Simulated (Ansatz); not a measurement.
PbS:
```
PbS
1.0
    0.00000     3.27160     3.27160
    3.27160     0.00000     3.27160
    3.27160     3.27160     0.00000
S Pb
1 1
Direct
  0.25000   0.25000   0.25000
  0.00000   0.00000   0.00000
```

Relaxed with PBEsol. Special points in fractions of this cell's reciprocal vectors: Γ (0.000, 0.000, 0.000); X (0.500, 0.000, 0.500); U (0.625, 0.250, 0.625); K (0.375, 0.375, 0.750); L (0.500, 0.500, 0.500); W (0.500, 0.250, 0.750).

### Question
List the band energies nearest the valence-band maximum at these points for the program Ansatz at the PBEsol level (PAW).

### Answer
In eV from the valence-band maximum; about four levels below and three above (degenerate sets whole), none deeper than 8.9 eV; points with the same levels are listed once.

```csv
k,below,above
Γ,-5.91 -1.83 -1.83 -1.83,2.40 2.40 2.40
X,-8.25 -3.10 -3.10 -0.52,0.63 5.14 5.14
U,-8.19 -3.56 -2.88 -0.38,1.74 4.18 4.46
L,-7.83 -2.37 -2.37 -2.03,3.13 3.13 3.58
W,-8.23 -3.37 -3.34 0.00,2.55 2.63 4.99
```

Space group F-43m (zinc blende). The start of the workflow was typed in or built on a structure type; neither database checked (COD, Materials Project) lists it. It is not the phase usual at ambient conditions (space group No. 225). The PBEsol relaxation kept the symmetry of its start. At this level the phase is mechanically unstable. Spin–orbit coupling is left out wherever it is not named.

Potentials: the later of the program's two PAW sets.
